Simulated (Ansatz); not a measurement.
TaAs in space group P6/mmm (No. 191; Ta on 3f, As on 1a, As on 2d) at seven volumes, DFT-PBE in the program Ansatz with PAW potentials, shape and atoms relaxed at each. One row is withheld.

```tsv
V (Å³/atom)	P (GPa)
17.950	?
18.542	10.22
19.133	4.69
19.725	0.00
20.317	-3.97
20.909	-7.32
21.500	-10.14
```

Fit the shown pressures and predict the withheld one.

P = (3/2)B₀(x^(7/2) − x^(5/2))[1 + (3/4)(B′ − 4)(x − 1)] with x = (V₀/V)^(2/3). Least squares on the six rows gives V₀ = 19.725 Å³/atom, B₀ = 143 GPa, B′ = 4.60. At V = 17.950, x = 1.0649 and P = 16.76 GPa. The run itself gave 16.74 GPa.

A made-up cell: these elements were put on the sites of a structure type; neither database checked (COD, Materials Project) lists it. It is not the phase usual at ambient conditions (space group No. 109). Symmetry was held in the PBE relaxation; whether a distortion lowers the energy is not shown. No spin polarisation was allowed. Scalar-relativistic: spin–orbit coupling is off unless named, which matters more the heavier the elements.

Potentials: the later of the program's two PAW sets.
